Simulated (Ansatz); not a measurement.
## Work and stress of cleavage in Pt

These are results of Ansatz, DFT r2SCAN, scalar-relativistic, plane waves, PAW, not measurements. Settings: plane waves to 500 eV, k-mesh 23×23×7 (Γ-centred), Gaussian smearing 0.15 eV. Spin–orbit coupling is left out, which can shift energies with elements as heavy as these. No spin polarisation. Energies are free energies at this smearing, counted from the undisturbed cell; pressure is positive in compression.

The starting cell (relaxed at this level; with this scan's settings it stands at 0.2 GPa; this bcc form isn't the usual structure):

```
Pt
1.0
    -1.56949    1.56949   -1.56949
    -1.56949   -1.56949    1.56949
     0.00000    6.27795    6.27795
Pt
4
Direct
  0.00000 0.00000 0.87500
  0.50000 0.50000 0.12500
  0.00000 0.00000 0.37500
  0.50000 0.50000 0.62500
```

The cut lies on the cell's a–b face, a (0 1 1) plane (indices in the standard cell, whose axes needn't be the Cartesian ones shown) of area 6.97 Å², between layers 2.22 Å apart. Vector c is lengthened by d along the normal with the atoms' Cartesian places fixed: one unrelaxed cut a cell. The traction is positive where the two halves pull on each other.

| d (Å) | energy (J/m²) | traction (GPa) |
| --- | --- | --- |
| 0.00 | 0.00 | -0.3 |
| 0.50 | 0.93 | 25.4 |
| 1.00 | 2.03 | 17.3 |
| 2.00 | 3.00 | 4.5 |
| 3.00 | 3.23 | 1.0 |
| 6.00 | 3.29 | 0.0 |

Q: What are the work of separation and the cleavage stress, and do they fit the universal binding curve?

A: The energy levels off near W ≈ 3.29 J/m² (the traction is down to 0.0 GPa), the energy of the two unrelaxed faces, 1.65 J/m² each on average. The largest sampled traction is 25.4 GPa at d = 0.50 Å, and a parabola through it and its two neighbours peaks at σ_max ≈ 26.6 GPa, d ≈ 0.63 Å. The curve E = W[1 − (1 + d/ℓ)exp(−d/ℓ)] peaks in traction at d = ℓ with σ_max = W/(eℓ); with 1 J/m² per Å = 10 GPa this W and σ_max give ℓ = 0.46 Å. A parabola through that curve at the same three d peaks at 0.62 Å, against 0.63 Å here, a fair fit. Real crystals break at far lower stress, because cracks concentrate it, and on the plane of lowest W, which needn't be this one.

The cut is rigid; relaxing the faces lowers these energies and usually the stresses.

In a metal these slopes depend on the k mesh and the smearing.

Cost: 6 runs of about 6.5 core-minutes in all, on AMD EPYC 9R45 (Zen 5) (shared hosts).